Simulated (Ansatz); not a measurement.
TaS2:
```
CELL_PARAMETERS angstrom
      1.64573     0.95016    11.65810
     -1.64573     0.95016    11.65810
      0.00000    -1.90032    11.65810
ATOMIC_POSITIONS crystal
  Ta 0.08158 0.08158 0.08158
  Ta 0.91842 0.91842 0.91842
  S  0.20780 0.20780 0.20780
  S  0.79220 0.79220 0.79220
  S  0.37102 0.37102 0.37102
  S  0.62898 0.62898 0.62898
```

Relaxed with LDA.

**Question.** Map the electron localisation function on the plane through (0.082, 0.082, 0.082) spanned by u = [1, 0, 0] and v = [-1, 1, 1] in lattice vectors, from DFT-LDA in the program Ansatz with PAW potentials.

**Answer.** x is the fraction of u, y of v (the angle between them is 27°; rows are the nearest grid lines); atoms in the plane: Ta at (0.00, 0.00), Ta at (0.67, 0.84), S at (0.25, 0.13), S at (0.42, 0.71), S at (0.58, 0.29), S at (0.09, 0.55).
```
|0374111100169999984233112110000012214730|
|7536732454200278888557774111100000011147|
|3776762467651014777637777511110000001113|
|2125775248999851012322672276211100000012|
|0122112213899999830011127601761222100000|
|0001111111378745999500111267567424665200|
|1000111111247850289900011126777733677741|
|9830000011123577201895000112135652379999|
|8999610000011236775299830001121111137988|
|7327997100000112357888986100011111113687|
|8610599710000122235788887400000111112468|
|5775006996101244433367777641000000011235|
|2357874589830257777633344431000000000012|
|1122468888985126888875322210000000000001|
|1222246788887213898887532110000000000011|
|3455433346776520179925776321100000000013|
|3678887532333321004981027763211100000003|
|0378988886422110000099820587421111110000|
|0048987788642210000049995478731111111000|
|0001799712686421100000389999983122112210|
|2100028994006864211100001589998425775212|
|3111000389961488521111100002567642676773|
|7411100028997578741111211000134542376357|
|0374111100169999984233112110000012214730|
```
Scale: ten equal steps from -0.007 (start of '0') to 0.929 (end of '9'), in the order '0123456789'; x runs from 0.000 to 1.00, y from 0.000 (bottom) to 1.00 (top).

The density is the valence pseudo-density with augmentation charge, so density and ELF within about 1 Å of a nucleus are not all-electron values.

Space group R-3m. The workflow started from a Materials Project entry (that database holds measured and hypothetical structures alike); the Crystallography Open Database files this formula in space group No. 166, but the cells were not matched. Its standing as an ambient phase is unchecked. Symmetry was held in the LDA relaxation; whether a distortion lowers the energy is not shown. No spin polarisation was allowed. A crystal of weakly bound layers computed without a dispersion correction: the cell and the soft elastic constants depend strongly on that. Spin–orbit coupling is left out wherever it is not named.

Potentials: the later of the program's two PAW sets.
